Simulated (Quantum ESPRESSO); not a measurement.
```xyz
3
Lattice="3.2085 0.0000 0.0000 -1.6043 2.7242 0.0000 0.0000 0.0000 16.1000" Properties=species:S:1:pos:R:3 pbc="T T T"
S      0.0000     0.0024    -1.5556
S      0.0000     0.0024     1.5556
W      1.6043     0.9033     0.0000
```

The PBEsol cell relaxed from Materials Project entry mp-224 was given a uniaxial strain of +2 % along x, the other axes held, and the atoms were relaxed again, with the Coulomb interaction truncated along z.

Problem. What does PBEsol (Quantum ESPRESSO, PseudoDojo norm-conserving, 74 Ry, no spin-orbit coupling) give for the electronic structure near the Fermi level?

Solution. The PBEsol gap is 1.79 eV and nearly direct: the edges lie at Γ and X, the smallest direct gap within 0.02 eV of it. Another valence extremum on the path lies within 0.02 eV, too close to call. The valence-band maximum lies 5.76 eV below the vacuum level. Without spin-orbit coupling, band edges of such heavy elements can be off by tenths of an eV.

Letters of k points follow the standard setting of the lattice, whose axes may be ordered differently from the printed cell.
